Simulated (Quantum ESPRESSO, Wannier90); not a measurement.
# BaTiO3 (P4mm), plane waves to Wannier functions

Structure: Materials Project mp-5986, symmetrised, not relaxed again. COD (Crystallography Open Database) has the formula in 5 space groups, this one among them (matched by group alone). Method: PBEsol plane waves in Quantum ESPRESSO 7.5 (PseudoDojo norm-conserving files, 68 Ry, no spin polarisation, no spin-orbit coupling), Bloch states on a 8×8×8 mesh through Γ, Wannier90 4.0.1. Density: 8×8×8 mesh, cold smearing 0.01 Ry. Spin-orbit coupling is left out although heavy elements are present.

```
begin unit_cell_cart
ang
    3.9903800000    0.0000000000    0.0000000000
    0.0000000000    3.9903800000    0.0000000000
    0.0000000000    0.0000000000    4.1026600000
end unit_cell_cart
mp_grid = 8 8 8
```

Task: Which shells of neighbouring k-points and which b-vectors and weights does Wannier90 pick for this cell and mesh?

Result: 
```
 *---------------------------------- K-MESH ----------------------------------*
 +----------------------------------------------------------------------------+
 |                    Distance to Nearest-Neighbour Shells                    |
 |                    ------------------------------------                    |
 |          Shell             Distance (Ang^-1)          Multiplicity         |
 |          -----             -----------------          ------------         |
 |             1                   0.191436                      2            |
 |             2                   0.196823                      4            |
 |             3                   0.274567                      8            |
 |             4                   0.278350                      4            |
 |             5                   0.337826                      8            |
 |             6                   0.382873                      2            |
 |             7                   0.393646                      4            |
 |             8                   0.430501                      8            |
       ... (lines left out)
 +----------------------------------------------------------------------------+
 | The b-vectors are chosen automatically                                     |
 | The following shells are used:                       1,  2                 |
 +----------------------------------------------------------------------------+
 |                        Shell   # Nearest-Neighbours                        |
 |                        -----   --------------------                        |
 |                          1               2                                 |
 |                          2               4                                 |
 +----------------------------------------------------------------------------+
 | Completeness relation is fully satisfied [Eq. (B1), PRB 56, 12847 (1997)]  |
 +----------------------------------------------------------------------------+
 |                  b_k Vectors (Ang^-1) and Weights (Ang^2)                  |
 |                  ----------------------------------------                  |
 |            No.         b_k(x)      b_k(y)      b_k(z)        w_b           |
 |            ---        --------------------------------     --------        |
 |             1         0.000000    0.000000    0.191436    13.643359        |
 |             2         0.000000    0.000000   -0.191436    13.643359        |
 |             3         0.000000    0.196823    0.000000    12.906805        |
 |             4         0.196823    0.000000    0.000000    12.906805        |
 |             5         0.000000   -0.196823    0.000000    12.906805        |
 |             6        -0.196823    0.000000    0.000000    12.906805        |
```
